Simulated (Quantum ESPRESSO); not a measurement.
# SiAsF3O3: one run as intended and one with a planted mistake

Computed values, not a measurement. The program is pw.x of Quantum ESPRESSO 7.5 (plane-wave density functional theory). The cell is made up: 8 atoms on a quartz lattice with one site empty, with randomly drawn elements, strain and displacements, not relaxed. PseudoDojo standard norm-conserving files (v0.5 for PBE, v0.4.1 for LDA and PBEsol) set the functional; there is no spin polarisation, spin-orbit coupling or dispersion term, and the masses in the input are unused placeholders.

Intended input:

```
&control calculation='scf', pseudo_dir='./dojo.nc.sr.pbe.v0_5.standard.upf', outdir='./o', disk_io='low', tprnfor=.true., tstress=.true. /
&system ibrav=0, nat=8, ntyp=4, nbnd=35, ecutwfc=84.00895049, nosym=.true., tot_charge=0,
 occupations='smearing', smearing='fd', degauss=0.0018374661
/
&electrons conv_thr=7.350e-09, electron_maxstep=60, /
ATOMIC_SPECIES
As 1.0 As.upf
F 1.0 F.upf
O 1.0 O.upf
Si 1.0 Si.upf
CELL_PARAMETERS angstrom
5.1954 0.0627 0.0525
-2.5433 4.3883 -0.0389
0.0577 -0.016 5.6865
ATOMIC_POSITIONS angstrom
Si 2.4967 0.0557 3.7855
As -1.1611 2.0702 1.8463
F 1.4879 1.1578 4.4898
F 3.4533 0.716 2.6026
O 2.9216 2.5893 0.7262
O 0.3115 1.8031 1.1497
F -1.0622 3.1937 3.0904
O 0.9813 3.7175 5.0148
K_POINTS automatic
5 5 4 1 1 1
```

The log is shortened where brackets say so; the opening notice, blank lines, dates and the lines on written files are dropped, and the path of the files is cut. It prints rydbergs, bohrs and kilobars, and counts compression as positive stress. Where no state is partly filled, the Fermi energy that it prints is only some level between the filled and the empty states on the mesh, and need not lie in the true gap.

Log of the intended run:

```
     Program PWSCF v.7.5
     Parallel version (MPI & OpenMP), running on       4 processor cores
     Number of MPI processes:                 4
     Threads/MPI process:                     1
     [start-up lines left out]
     bravais-lattice index     =            0
     lattice parameter (alat)  =       9.8191  a.u.
     unit-cell volume          =     880.9183 (a.u.)^3
     number of atoms/cell      =            8
     number of atomic types    =            4
     number of electrons       =        58.00
     number of Kohn-Sham states=           35
     kinetic-energy cutoff     =      84.0090  Ry
     charge density cutoff     =     336.0358  Ry
     scf convergence threshold =      7.3E-09
     mixing beta               =       0.7000
     number of iterations used =            8  plain     mixing
     Exchange-correlation= PBE
                           (   1   4   3   4   0   0   0)
     [axes and pseudopotential details left out]
   Cartesian axes
     site n.     atom                  positions (alat units)
         1        Si     tau(   1) = (   0.4805002   0.0107197   0.7285351  )
         2        As     tau(   2) = (  -0.2234585   0.3984185   0.3553280  )
         3        F      tau(   3) = (   0.2863525   0.2228234   0.8640805  )
         4        F      tau(   4) = (   0.6646018   0.1377972   0.5008811  )
         5        O      tau(   5) = (   0.5622740   0.4983215   0.1397602  )
         6        O      tau(   6) = (   0.0599495   0.3470140   0.2212645  )
         7        F      tau(   7) = (  -0.2044248   0.6146407   0.5947602  )
         8        O      tau(   8) = (   0.1888552   0.7154482   0.9651189  )
     number of k points=    50  Fermi-Dirac smearing, width (Ry)=  0.0018
                       cart. coord. in units 2pi/alat
        k(    1) = (   0.0967453   0.1754850   0.1137309), wk =   0.0400000
        k(    2) = (   0.0944284   0.1761674   0.3421941), wk =   0.0400000
     [further k points left out]
     Dense  grid:    91607 G-vectors     FFT dimensions: (  60,  60,  64)
     Estimated max dynamical RAM per process >     198.50 MB
     Estimated total dynamical RAM >     726.91 MB
     Initial potential from superposition of free atoms
     starting charge      57.9991, renormalised to      58.0000
     Starting wfcs are   37 randomized atomic wfcs
     total cpu time spent up to now is        2.7 secs
     per-process dynamical memory:   152.5 Mb
     Self-consistent Calculation
     iteration #  1     ecut=    84.01 Ry     beta= 0.70
     Davidson diagonalization with overlap
     ethr =  1.00E-02,  avg # of iterations =  3.0
     total cpu time spent up to now is        7.1 secs
     total energy              =    -465.71978083 Ry
     estimated scf accuracy    <       3.00561154 Ry
     iteration #  2     ecut=    84.01 Ry     beta= 0.70
     Davidson diagonalization with overlap
     ethr =  5.18E-03,  avg # of iterations =  4.0
     total cpu time spent up to now is       11.4 secs
     total energy              =    -463.55210964 Ry
     estimated scf accuracy    <      22.62719879 Ry
     [iterations 3 to 12 left out]
     iteration # 13     ecut=    84.01 Ry     beta= 0.70
     Davidson diagonalization with overlap
     ethr =  8.20E-11,  avg # of iterations =  3.7
     total cpu time spent up to now is       52.2 secs
     total energy              =    -467.32969505 Ry
     estimated scf accuracy    <          9.0E-09 Ry
     iteration # 14     ecut=    84.01 Ry     beta= 0.70
     Davidson diagonalization with overlap
     ethr =  1.55E-11,  avg # of iterations =  2.0
     total cpu time spent up to now is       55.9 secs
     End of self-consistent calculation
     [lines on levels left out]
     the Fermi energy is     2.7035 ev
!    total energy              =    -467.32969505 Ry
     estimated scf accuracy    <          1.2E-09 Ry
     smearing contrib. (-TS)   =      -0.00000001 Ry
     internal energy E=F+TS    =    -467.32969504 Ry
     The total energy is F=E-TS. E is the sum of the following terms:
     one-electron contribution =    -349.05398706 Ry
     hartree contribution      =     198.38037709 Ry
     xc contribution           =    -108.66319649 Ry
     ewald contribution        =    -207.99288859 Ry
     convergence has been achieved in  14 iterations
     Forces acting on atoms (cartesian axes, Ry/au):
     atom    1 type  4   force =     0.09189981   -0.06574898    0.40186010
     atom    2 type  1   force =     0.07538952    0.07718949   -0.51662757
     atom    3 type  2   force =     0.03910049   -0.05938703   -0.09935549
     atom    4 type  2   force =    -0.07246408   -0.18400085    0.06518997
     atom    5 type  3   force =     0.02164291   -0.00465716    0.09677885
     atom    6 type  3   force =    -0.00541794   -0.01380017    0.09158535
     atom    7 type  2   force =    -0.01920765    0.14784546    0.16466357
     atom    8 type  3   force =    -0.13094308    0.10255924   -0.20409479
     Total force =     0.805118     Total SCF correction =     0.000055
     Computing stress (Cartesian axis) and pressure
          total   stress  (Ry/bohr**3)                   (kbar)     P=       51.60
  -0.00001039   0.00079064  -0.00043513           -1.53      116.31      -64.01
   0.00079064   0.00110994   0.00017676          116.31      163.28       26.00
  -0.00043513   0.00017676  -0.00004725          -64.01       26.00       -6.95
     init_run     :      2.47s CPU      2.58s WALL (       1 calls)
     electrons    :     53.03s CPU     53.23s WALL (       1 calls)
     forces       :      0.75s CPU      0.76s WALL (       1 calls)
     stress       :      2.44s CPU      2.45s WALL (       1 calls)
     [timing details left out]
     PWSCF        :     58.79s CPU     59.14s WALL
     JOB DONE.
```

A second run has one planted mistake: the cell has the wrong charge. The input lines that differ, file-writing options aside:

```
- &system ibrav=0, nat=8, ntyp=4, nbnd=35, ecutwfc=84.00895049, nosym=.true., tot_charge=0,
+ &system ibrav=0, nat=8, ntyp=4, nbnd=36, ecutwfc=84.00895049, nosym=.true., tot_charge=-1,
```

Its log:

```
     Program PWSCF v.7.5
     Parallel version (MPI & OpenMP), running on       4 processor cores
     Number of MPI processes:                 4
     Threads/MPI process:                     1
     [start-up lines left out]
     bravais-lattice index     =            0
     lattice parameter (alat)  =       9.8191  a.u.
     unit-cell volume          =     880.9183 (a.u.)^3
     number of atoms/cell      =            8
     number of atomic types    =            4
     number of electrons       =        59.00
     number of Kohn-Sham states=           36
     kinetic-energy cutoff     =      84.0090  Ry
     charge density cutoff     =     336.0358  Ry
     scf convergence threshold =      7.3E-09
     mixing beta               =       0.7000
     number of iterations used =            8  plain     mixing
     Exchange-correlation= PBE
                           (   1   4   3   4   0   0   0)
     [axes and pseudopotential details left out]
   Cartesian axes
     site n.     atom                  positions (alat units)
         1        Si     tau(   1) = (   0.4805002   0.0107197   0.7285351  )
         2        As     tau(   2) = (  -0.2234585   0.3984185   0.3553280  )
         3        F      tau(   3) = (   0.2863525   0.2228234   0.8640805  )
         4        F      tau(   4) = (   0.6646018   0.1377972   0.5008811  )
         5        O      tau(   5) = (   0.5622740   0.4983215   0.1397602  )
         6        O      tau(   6) = (   0.0599495   0.3470140   0.2212645  )
         7        F      tau(   7) = (  -0.2044248   0.6146407   0.5947602  )
         8        O      tau(   8) = (   0.1888552   0.7154482   0.9651189  )
     number of k points=    50  Fermi-Dirac smearing, width (Ry)=  0.0018
                       cart. coord. in units 2pi/alat
        k(    1) = (   0.0967453   0.1754850   0.1137309), wk =   0.0400000
        k(    2) = (   0.0944284   0.1761674   0.3421941), wk =   0.0400000
     [further k points left out]
     Dense  grid:    91607 G-vectors     FFT dimensions: (  60,  60,  64)
     Estimated max dynamical RAM per process >     201.66 MB
     Estimated total dynamical RAM >     739.55 MB
     Initial potential from superposition of free atoms
     starting charge      57.9991, renormalised to      59.0000
     Starting wfcs are   37 randomized atomic wfcs
     total cpu time spent up to now is        2.5 secs
     per-process dynamical memory:   153.4 Mb
     Self-consistent Calculation
     iteration #  1     ecut=    84.01 Ry     beta= 0.70
     Davidson diagonalization with overlap
     ethr =  1.00E-02,  avg # of iterations =  3.1
     total cpu time spent up to now is        6.8 secs
     total energy              =    -465.57987716 Ry
     estimated scf accuracy    <       2.73090843 Ry
     iteration #  2     ecut=    84.01 Ry     beta= 0.70
     Davidson diagonalization with overlap
     ethr =  4.63E-03,  avg # of iterations =  3.2
     total cpu time spent up to now is       10.9 secs
     total energy              =    -463.69310954 Ry
     estimated scf accuracy    <      18.88794824 Ry
     [iterations 3 to 11 left out]
     iteration # 12     ecut=    84.01 Ry     beta= 0.70
     Davidson diagonalization with overlap
     ethr =  9.20E-10,  avg # of iterations =  2.0
     total cpu time spent up to now is       47.4 secs
     total energy              =    -467.06117556 Ry
     estimated scf accuracy    <       0.00000002 Ry
     iteration # 13     ecut=    84.01 Ry     beta= 0.70
     Davidson diagonalization with overlap
     ethr =  3.04E-11,  avg # of iterations =  3.7
     total cpu time spent up to now is       51.4 secs
     End of self-consistent calculation
     [lines on levels left out]
     the Fermi energy is     4.0954 ev
!    total energy              =    -467.06117556 Ry
     estimated scf accuracy    <          3.9E-09 Ry
     smearing contrib. (-TS)   =      -0.00054152 Ry
     internal energy E=F+TS    =    -467.06063404 Ry
     The total energy is F=E-TS. E is the sum of the following terms:
     one-electron contribution =    -349.83946221 Ry
     hartree contribution      =     200.31834625 Ry
     xc contribution           =    -109.54662950 Ry
     ewald contribution        =    -207.99288859 Ry
     convergence has been achieved in  13 iterations
     Forces acting on atoms (cartesian axes, Ry/au):
     atom    1 type  4   force =     0.09807737   -0.06844943    0.37060465
     atom    2 type  1   force =     0.07322675    0.07193517   -0.47145453
     atom    3 type  2   force =     0.02543964   -0.04000608   -0.06840163
     atom    4 type  2   force =    -0.07260202   -0.23220015    0.06062410
     atom    5 type  3   force =     0.02225614    0.00331052    0.05806554
     atom    6 type  3   force =     0.01377262   -0.01744637    0.05811366
     atom    7 type  2   force =    -0.02843031    0.16933027    0.18954063
     atom    8 type  3   force =    -0.13174018    0.11352608   -0.19709243
     Total force =     0.772330     Total SCF correction =     0.000341
     Computing stress (Cartesian axis) and pressure
          total   stress  (Ry/bohr**3)                   (kbar)     P=      225.40
   0.00104252   0.00095716  -0.00050780          153.36      140.80      -74.70
   0.00095716   0.00243311   0.00025306          140.80      357.92       37.23
  -0.00050780   0.00025306   0.00112106          -74.70       37.23      164.91
     init_run     :      2.33s CPU      2.41s WALL (       1 calls)
     electrons    :     48.75s CPU     48.92s WALL (       1 calls)
     forces       :      0.72s CPU      0.72s WALL (       1 calls)
     stress       :      2.43s CPU      2.43s WALL (       1 calls)
     [timing details left out]
     PWSCF        :     54.31s CPU     54.58s WALL
     JOB DONE.
```

|  | intended run | run with the mistake |
| --- | --- | --- |
| free energy (eV) | -6358.344 | -6354.691 |
| smearing term -TS (eV) | 0.0000 | -0.0074 |
| pressure (GPa) | 5.16 | 22.54 |
| largest force component (eV/Å) | 13.283 | 12.122 |
| largest change of a force component (eV/Å) |  | 1.239 |
| iterations | 14 | 13 |

For scale, a rerun of the intended cell at 1437 eV and a 7 x 7 x 6 mesh moved values by no more than 0.004 eV in energy, 0.02 GPa in stress and 0.002 eV/Å in force. The charged cell sits in a uniform background, so its energy and stress rest on the program's zero of potential. The number of bands, nbnd, was set by rule from the electron count and the smearing, so it follows the mistake.